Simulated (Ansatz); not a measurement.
Input:

V2SiB2:
```xyz
5
Lattice="1.4875 -5.2032 0.0000 1.4875 5.2032 0.0000 0.0000 0.0000 3.0987" Properties=species:S:1:pos:R:3 pbc="T T T"
Si     0.0000     0.0000     0.0000
V      1.4875     1.4316     1.5493
V      1.4875    -1.4316     1.5493
B      1.4875     3.0703     0.0000
B      1.4875    -3.0703     0.0000
```
The run is spin-polarised; directions of the spins, atom by atom: 0 ↑ ↑ 0 0.

This is the r²SCAN-relaxed structure.

Question: All from DFT-r²SCAN in the program Ansatz with PAW potentials, unless another level is named. Give the electronic character.

Answer: metallic (no gap).

Question: Give the density of states at the Fermi level.

Answer: 0.55 states/eV per atom (mean over ±0.08 eV).

Question: Predict the formation energy from the elements (no fitted shifts).

Answer: -57 kJ/mol of atoms.

Space group Cmmm. The start of the workflow was typed in or built on a structure type; neither database checked (COD, Materials Project) lists it. Whether it is the stable phase at ambient conditions was not checked. The cell was relaxed with r²SCAN under the symmetry of its start; whether a distortion lowers the energy is not shown. Magnetic state: ferromagnetic, the only order run, not a proven ground state. Other orbital occupations within this spin state were not tried. The references are the lowest solids computed at this level, not always the standard phases.

Potentials: the earlier of the program's two PAW sets. The files were generated under PBE; for other functionals the program regenerates the frozen cores, and for LDA and PBEsol the local potential too.
